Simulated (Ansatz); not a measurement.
WC:
```xyz
2
Lattice="2.9125 0.0000 0.0000 -1.4562 2.5223 0.0000 0.0000 0.0000 2.8367" Properties=species:S:1:pos:R:3 pbc="T T T"
W      0.0000     0.0000     0.0000
C      1.4562     0.8408     1.4183
```

Relaxed with r²SCAN.

Give the Bader charges and basin volumes of the independent atoms, r²SCAN (plane waves, PAW; program Ansatz).



```tsv
atom	Bader charge (e)	Bader volume (Å³)
W1	+1.48	11.4
C2	-1.48	9.4
```

Space group P-6m2. The r²SCAN relaxation kept the symmetry of its start. No spin polarisation was allowed. Spin–orbit coupling is left out wherever it is not named.

Potentials: the earlier of the program's two PAW sets. The files were generated under PBE; for other functionals the program regenerates the frozen cores, and for LDA and PBEsol the local potential too.
